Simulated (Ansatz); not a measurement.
With DFT-PBE in the program Ansatz with PAW potentials, W in the cubic phase (Fd-3m; W on 8a, W on 16d) relaxes to a = 7.388 Å.

Electronic character: metallic (no gap). Gap from PBE with spin–orbit coupling: none (metallic).

An equation-of-state fit gives a bulk modulus of 273 GPa.

The start of the workflow was typed in or built on a structure type; neither database checked (COD, Materials Project) lists it. It is not the phase usual at ambient conditions (space group No. 229). The PBE relaxation kept the symmetry of its start; whether a distortion lowers the energy is not shown. No spin polarisation was allowed. Spin–orbit coupling is left out wherever it is not named.

Potentials: the later of the program's two PAW sets.
